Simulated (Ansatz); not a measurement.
ZnS (zinc blende)

```xyz
2
Lattice="0.0000 2.6952 2.6952 2.6952 0.0000 2.6952 2.6952 2.6952 0.0000" Properties=species:S:1:pos:R:3 pbc="T T T"
S      4.0428     4.0428     4.0428
Zn     0.0000     0.0000     0.0000
```

The numbers are results of r2SCAN (plane waves to 500 eV, PAW, scalar-relativistic; Ansatz, an electronic-structure program), not measurements. Harmonic phonons by density-functional perturbation theory on a 8×8×8 k mesh, in cm⁻¹; i marks imaginary ones, q is in fractions of the reciprocal vectors of the cell shown, and the three acoustic modes at Γ are left out. The non-analytic (LO-TO) term is not included, so polar modes at Γ have their transverse values. The PAW data are Ansatz's earlier set. ZnS was relaxed with its symmetry unable to fall.

### Question
Does any mode at Γ, L = (0.5, 0.0, 0.0), X = (0.5, 0.5, 0.0) come out imaginary?

### Answer
No imaginary mode at these points (lowest 72 cm⁻¹ at L = (0.5, 0.0, 0.0)); other wave vectors were not tested.

### Question
List the wavenumbers at Γ, L = (0.5, 0.0, 0.0), X = (0.5, 0.5, 0.0), with degeneracies.

### Answer
```
q                             wavenumbers (cm⁻¹)
-------------------  ---------------------------
Γ                                       271 (×3)
L = (0.5, 0.0, 0.0)  72 (×2), 196, 287 (×2), 337
X = (0.5, 0.5, 0.0)  93 (×2), 211, 308 (×2), 326
```
